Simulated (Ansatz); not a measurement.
Ni (fcc, Cu type)

```xyz
1
Lattice="0.0000 1.7594 1.7594 1.7594 0.0000 1.7594 1.7594 1.7594 0.0000" Properties=species:S:1:pos:R:3 pbc="T T T"
Ni     0.0000     0.0000     0.0000
```

Equation-of-state scan: isotropic scaling of the cell above, V₀ being its volume. Symmetry pins the atoms to their sites.

All values below come from PBE (plane waves to 420 eV, PAW, scalar-relativistic; Ansatz, a quantum-chemistry and plane-wave program). k mesh 23×23×23 (Γ-centred), Fermi-Dirac smearing 0.05 eV. E stands for the smeared free energy. Ni was relaxed with its symmetry unable to fall. Relaxed Ni ends ferromagnetic. The PAW data are Ansatz's earlier set. Other magnetic orders were not checked, so this need not be the ground state. The zero of ΔE is the relaxed starting cell.

**Question.** Predict the ΔE (kJ/mol of atoms) at V/V₀ = 0.840, 0.872, 0.936, 1.032, 1.064.

**Answer.** 
```csv
V/V₀,ΔE (kJ/mol of atoms)
0.840,23.4
0.872,13.9
0.936,3.0
1.032,0.6
1.064,2.3
```

(Under strain, the slope of the energy per volume gives the stress and its curvature an elastic modulus.)
